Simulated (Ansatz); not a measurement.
This run works on a proposed trial structure, not on a known crystal.

Input and command of a plane-wave DFT calculation in Ansatz:

```yaml
crystal:
  lattice:
    - [1.9508882189, -4.9482727144, 0.0]
    - [1.9508882189, 4.9482727144, 0.0]
    - [0.0, 0.0, 11.1864904583]
  atoms:
    - { symbol: Hf, position: [0.7829856096, 0.2170143904, 0.25] }
    - { symbol: Hf, position: [0.2170143904, 0.7829856096, 0.75] }
    - { symbol: Nb, position: [0.1178335375, 0.8821664625, 0.042322219] }
    - { symbol: Nb, position: [0.1178335375, 0.8821664625, 0.457677781] }
    - { symbol: Nb, position: [0.8821664625, 0.1178335375, 0.542322219] }
    - { symbol: Nb, position: [0.8821664625, 0.1178335375, 0.957677781] }
    - { symbol: O, position: [0.9370598294, 0.0629401706, 0.1332861597] }
    - { symbol: O, position: [0.9370598294, 0.0629401706, 0.3667138403] }
    - { symbol: O, position: [0.0629401706, 0.9370598294, 0.6332861597] }
    - { symbol: O, position: [0.0629401706, 0.9370598294, 0.8667138403] }
    - { symbol: O, position: [0.6755386577, 0.3244613423, 0.4279216852] }
    - { symbol: O, position: [0.6755386577, 0.3244613423, 0.0720783148] }
    - { symbol: O, position: [0.3244613423, 0.6755386577, 0.9279216852] }
    - { symbol: O, position: [0.3244613423, 0.6755386577, 0.5720783148] }
    - { symbol: O, position: [0.2119847933, 0.7880152067, 0.25] }
    - { symbol: O, position: [0.7880152067, 0.2119847933, 0.75] }
basis:
  ecutwfc: 420
kpoints:
  mp_grid: { grid: [6, 6, 2] }
hamiltonian:
  xc: pbe
scf:
  occupations: { method: gaussian, width: 0.1 }
  lower_state_search: "off"
output:
  forces: true
  stress: true
  eigenvalues: true
  populations: true
magnetization:
  spin_polarized: true
```

```bash
ansatz run input.yaml --threads 1 --pin off --max-ram 2560MiB --backend cpu --events-out ev --progress --plain --runs-dir out
```

Processor: Intel(R) Xeon(R) Processor @ 2.50GHz (Skylake/Cascade Lake), 1 thread, on a host shared with other jobs.

Q: How long does it run, and how much memory does it take?

A: About 3.2 min, peak memory 1.1 GiB. It solves 106 bands at 26 k points (after reduction by symmetry) with about 4219 plane waves, in 16 SCF iterations.
